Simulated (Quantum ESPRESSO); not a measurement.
pw.x input (Quantum ESPRESSO 7.5; PBEsol, PseudoDojo standard norm-conserving files, scalar-relativistic):

```
&CONTROL
  calculation = 'scf'
  pseudo_dir = './pseudo'
  outdir = './out'
  tprnfor = .true.
  tstress = .true.
/
&SYSTEM
  ibrav = 0
  nat = 4
  ntyp = 4
  ecutwfc = 72.0
  ecutrho = 288.0
  occupations = 'smearing'
  smearing = 'fd'
  degauss = 0.002
  nbnd = 13
/
&ELECTRONS
  conv_thr = 4e-10
/
ATOMIC_SPECIES
H 1.0080 H.upf
Al 26.9815 Al.upf
Si 28.0850 Si.upf
Ca 40.0780 Ca.upf
CELL_PARAMETERS angstrom
  4.124235800501   0.000000000000   0.000000000000
 -2.062117900251   3.571692974431   0.000000000000
  0.000000000000   0.000000000000   4.532569656000
ATOMIC_POSITIONS crystal
H   0.666666667000   0.333333333000   0.073245154200
Al   0.666666667000   0.333333333000   0.463074067000
Si   0.333333333667   0.666666666333   0.564846952600
Ca   0.000000000333   0.000000000000   0.005533826300
K_POINTS automatic
9 9 6 0 0 0
```

End of the output:

```

[...]
     the Fermi energy is     7.4358 ev
!    total energy              =     -91.66136677 Ry
     estimated scf accuracy    <          9.0E-12 Ry
     smearing contrib. (-TS)   =      -0.00001013 Ry
     internal energy E=F+TS    =     -91.66135664 Ry
     The total energy is F=E-TS. E is the sum of the following terms:
     one-electron contribution =     -28.03896996 Ry
     hartree contribution      =      19.49384109 Ry
     xc contribution           =     -20.52530206 Ry
     ewald contribution        =     -62.59092571 Ry
     convergence has been achieved in  10 iterations
     Forces acting on atoms (cartesian axes, Ry/au):
     atom    1 type  1   force =     0.00000000    0.00000000    0.00014539
     atom    2 type  2   force =     0.00000000    0.00000000   -0.00020193
     atom    3 type  3   force =     0.00000000    0.00000000    0.00027632
     atom    4 type  4   force =     0.00000000    0.00000000   -0.00021977
     Total force =     0.000432     Total SCF correction =     0.000003
     Computing stress (Cartesian axis) and pressure
          total   stress  (Ry/bohr**3)                   (kbar)     P=        0.14
  -0.00000151  -0.00000000   0.00000000           -0.22       -0.00        0.00
  -0.00000000  -0.00000151   0.00000000           -0.00       -0.22        0.00
   0.00000000   0.00000000   0.00000591            0.00        0.00        0.87
```
In a gapped system the printed Fermi energy is only some level inside the gap.

Geometry relaxed with PBEsol.
